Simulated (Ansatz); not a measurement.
## Squeezing Zr2Zn

```xyz
3
Lattice="-1.6437 1.6437 5.6698 1.6437 -1.6437 5.6698 1.6437 1.6437 -5.6698" Properties=species:S:1:pos:R:3 pbc="T T T"
Zr    0.0000    0.0000    7.4403
Zr    0.0000    0.0000    3.8992
Zn    0.0000    0.0000    0.0000
```

The base volume is that of a database entry, so it needn't be at zero pressure; the structure needn't be the stable phase, at rest or compressed.

Its volume is scaled at fixed shape and fractional positions.

All numbers are PBEsol results (scalar-relativistic) from Ansatz 0.2.0, with a Γ-centred 15×15×15 k mesh, Fermi–Dirac smearing of 0.05 eV, no spin polarisation. Methods: LAPW: all electrons, basis error target 1 meV/atom; PAW: frozen-core files, cutoff 420 eV; crystal datasets: all electrons, by PAW datasets that the program makes for each cell.

Energies are extrapolated to zero smearing and count from the unscaled cell; pressure is positive in compression; gaps take the mesh and a band path. No temperature or zero-point motion is included.

The PAW files were made under PBE. The structure type is held throughout; the real material can change phase at far lower pressure.

```tsv
V/V0	V (Å³/atom)	P LAPW (GPa)	ΔE LAPW (eV/atom)	P PAW − LAPW (GPa)	ΔE PAW − LAPW (meV/atom)
1.00	20.42	-3.68	0.000	-0.01	0.0
0.85	17.36	17.08	0.103	-0.02	-0.3
0.45	9.19	331.7	5.880	0.13	-1.4
0.40	8.17	?	8.448	0.30	0.0
```

Q: What belongs in the row "0.40", column "P LAPW (GPa)"?

A: 486.0.

Q: From the table, what is the rise of the enthalpy H = E + pV up to the last row, and how stiff is the crystal between the last two rows?

A: ΔH = 8.448 eV + (486.0 GPa × 8.17 Å³ + 3.68 GPa × 20.42 Å³) × 0.006242 eV/(GPa·Å³) = 33.70 eV/atom, of which pV makes 75 %. The mean bulk modulus there is −ΔP/Δln V = 1310 GPa.

Q: At the smallest volume, how far do crystal datasets lie from LAPW in pressure and in the largest force component?

A: crystal datasets: 0.00 GPa, 0.001 eV/Å, on a LAPW pressure of 486.0 GPa.

Q: How do the Löwdin populations by LAPW change from the unscaled cell to the last row?

A: Zr 4s 1.97 → 1.82, Zr 5s 0.92 → 0.51, Zr 4p 5.98 → 5.77, Zr 4d 3.33 → 4.63, Zn 3s 1.99 → 1.93, Zn 4s 1.12 → 0.64, Zn 3d 9.93 → 9.78 electrons an atom. These are projections on the shells that the free atoms fill; 0.57 e a cell lies outside them at the start and 0.27 e at the end.
